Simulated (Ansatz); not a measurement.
TaSe3 in space group P2_1/m (No. 11; Pearson symbol mP16), LDA in the plane-wave PAW code Ansatz, all energies at zero smearing, with the estimated change up to a 700 eV cutoff added, with one set of potentials and settings (totals compare only within such a set). Cell of 16 atoms (4 Ta, 12 Se): -103340.858 eV.

| element | reference phase | E (eV/atom) |
|---|---|---|
| Ta | Im-3m, 1 atoms in the cell | -9682.6136 |
| Se | P3_121, 3 atoms in the cell | -5383.2604 |

Formation energy per atom, worked out: (-103340.858 − 4×(-9682.6136) − 12×(-5383.2604))/16 = -0.705 eV/atom (-68 kJ per mol of atoms), at 0 K, without zero-point energy or fitted corrections.

The first step of the workflow began from a Materials Project structure, measured or hypothetical; the Crystallography Open Database copy checked does not list it. Whether it is the stable phase at ambient conditions was not checked. The LDA relaxation kept the symmetry of its start; its stability against distortions is not shown here. No spin polarisation was allowed. A crystal of weakly bound layers computed without a dispersion correction: the cell and the soft elastic constants depend strongly on that. The references are the lowest solids computed at this level, not always the standard phases. Scalar-relativistic: spin–orbit coupling is off unless named, which matters more the heavier the elements.

Potentials: the later of the program's two PAW sets.
